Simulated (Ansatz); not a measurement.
A structure of KTaO₃ relaxed with PBEsol (plane waves to 420 eV, PAW, scalar-relativistic; Ansatz, a quantum-chemistry and plane-wave program); single points at other levels follow on the same geometry (Ansatz, PAW; PBEsol+SOC at 420 eV on a 8×8×8 k-mesh; spin-orbit coupling only where +SOC is written). Space group Pm-3m (No. 221).

```yaml
crystal:
  lattice:
    - [3.98535, 0.00000, 0.00000]
    - [0.00000, 3.98535, 0.00000]
    - [0.00000, 0.00000, 3.98535]
  atoms:
    - { symbol: K, position: [0.00000, 0.00000, 0.00000] }
    - { symbol: Ta, position: [0.50000, 0.50000, 0.50000] }
    - { symbol: O, position: [0.50000, 0.00000, 0.50000] }
    - { symbol: O, position: [0.50000, 0.50000, 0.00000] }
    - { symbol: O, position: [0.00000, 0.50000, 0.50000] }
```

```
level       gap (eV)      kind  conduction minimum
----------  --------  --------  ------------------
PBEsol          2.14  indirect                   Γ
PBEsol+SOC         ?         ?                   ?
```

Problem. Fill in the missing entries.

Solution. 
- PBEsol+SOC, gap (eV): 2.00
- PBEsol+SOC, kind: indirect
- PBEsol+SOC, conduction minimum: Γ

The shift from spin-orbit coupling is approximate. No spin polarisation in the result.

It was reached from a disturbed copy of a Pm-3m (No. 221) cell (cubic perovskite type), against which it lies under 1 meV/atom.
